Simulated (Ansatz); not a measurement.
**MnPt (P4/mmm): electronic heat capacity from the density of states**

Level of theory: DFT r2SCAN, scalar-relativistic, plane waves, PAW in Ansatz 0.2.0.

Plane waves to 500 eV, a k mesh through Γ of 14×14×12 on the computed 2-atom cell and Gaussian smearing (0.10 eV); collinear spin from starting moments 4.48 0.43 μB.

Relaxed cell: P4/mmm, a = 2.935 Å, b = 2.935 Å, c = 3.475 Å, α = 90.00°, β = 90.00°, γ = 90.00°, 2 atoms in the primitive cell. Whether it is the stable form of this composition wasn't checked.

The density of states at the Fermi level is 0.468 states/eV in the cell of 2 atoms (1 formula unit; both spins, tetrahedra on a 21×21×18 mesh). The run ends with a moment of 4.49 μB a cell (largest on a site 4.07 μB), and the figure is for this state; a paramagnetic sample can have a quite different one. Another magnetic order, if the compound takes it, can change N(E_F) and the shape of the cell a good deal.

Task: What Sommerfeld coefficient does this give?

Result: Per formula unit N(E_F) = 0.468 states/eV. γ = (π²/3) k_B² N(E_F) N_A = 2.357 mJ/(mol K²) per state/eV, so γ = 1.1 mJ/(mol K²), a mole of formula units. This is the bare band result: a measured γ of the same phase and magnetic order is as a rule larger by a factor 1 + λ from phonons and spin fluctuations. N(E_F) at one energy is sensitive to the mesh where the density of states has sharp peaks.

The state reached may not be the lowest one. Spin-orbit coupling is left out, which matters for the bands of heavy elements. Only parallel moments were tried here.

Only this magnetic start was tried.